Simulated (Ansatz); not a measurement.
# Relaxing a structure of TaGe₂

The start is a generated trial cell of TaGe2 in the AFLOW prototype AB2_hP6_194_b_f (as in CaIn2). Cell shape, volume and atoms are optimised at zero target pressure with r2SCAN (plane waves to 500 eV, PAW, scalar-relativistic; Ansatz, an electronic-structure program). The first steps use a coarse 7×7×4 k-mesh.

Input geometry:
```yaml
crystal:
  lattice:
    - [4.11901, 0.00000, 0.00000]
    - [-2.05951, 3.56717, 0.00000]
    - [0.00000, 0.00000, 6.52142]
  atoms:
    - { symbol: Ta, position: [0.00000, 0.00000, 0.25000] }
    - { symbol: Ta, position: [0.00000, 0.00000, 0.75000] }
    - { symbol: Ge, position: [0.33333, 0.66667, 0.04500] }
    - { symbol: Ge, position: [0.66667, 0.33333, 0.54500] }
    - { symbol: Ge, position: [0.66667, 0.33333, 0.95500] }
    - { symbol: Ge, position: [0.33333, 0.66667, 0.45500] }
```

Task: How does the volume change?

Result: +5.0 %, from 15.97 to 16.77 Å³/atom.

Task: How do the shortest distances between atoms change?

Result: The closest pairs of elements (up to four, under 3.6 Å), start → end: Ge–Ge 2.45 → 2.68 Å; Ta–Ta 3.26 → 2.69 Å; Ge–Ta 2.73 → 3.00 Å.

Task: What band gap does the relaxed structure have at this level?

Result: Zero (metallic).

Task: Write out the relaxed structure.

Result: 
Space group P6/mmm (No. 191); a = 4.644 Å, b = 4.644 Å, c = 2.693 Å, α = 90.00°, β = 90.00°, γ = 120.00°

| atom | site | symmetry | x | y | z |
|---|---|---|---|---|---|
| Ta | 1b | 6/mmm | 0.0000 | 0.0000 | 0.5000 |
| Ge | 2c | -6m2 | 0.3333 | 0.6667 | 0.0000 |

Final values are on a 12×12×17 k-mesh of the relaxed cell. No spin polarisation in the result. The relaxed primitive cell holds an odd number of electrons. A magnetic state may lie lower.

The run could not lose the symmetry of its start, so the end can be a saddle point.

The relaxed structure here is a generated cell of TaGe2: the first start was made by placing the elements on the sites of a structure type, and the end was not matched to a known phase here, so it may be hypothetical.
